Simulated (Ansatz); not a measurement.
SiSe₂ in space group Ibam (No. 72; Se on 8j, Si on 4a), DFT-LDA in the program Ansatz with PAW potentials. The conduction-band minimum lies at X, with 1 equivalent valley. Second derivatives d²E/dk² of the lowest band at one valley (eV·Å²), along Cartesian directions:

```tsv
direction	d²E/dk²
[100]	14.28
[010]	20.09
[001]	11.42
[110]	17.19
[101]	12.86
[011]	15.74
```

Problem. Find the principal effective masses, the density-of-states mass and the conductivity mass.

Solution. Off-diagonal terms follow from H_xy = H[110] − (H_xx + H_yy)/2, and m*/mₑ = 7.620 eV·Å² over each eigenvalue: 0.38, 0.53, 0.67. One valley's DOS mass (m₁m₂m₃)^(1/3) = 0.51, conductivity mass 3/(Σ 1/mᵢ) = 0.50 mₑ.

Problem. What effective density of states Nc follows at 300 K for parabolic valleys?

Solution. Nc = 2.509e19 × 1 × (0.51)^(3/2) ≈ 9.1e18 cm⁻³.

The cell was relaxed with LDA under the symmetry of its start. A crystal of weakly bound chains computed without a dispersion correction: the cell and the soft elastic constants depend strongly on that. Spin–orbit coupling is left out wherever it is not named.

Potentials: the later of the program's two PAW sets.

Edges and masses are those of Kohn–Sham bands, whose gap is no quasiparticle gap.
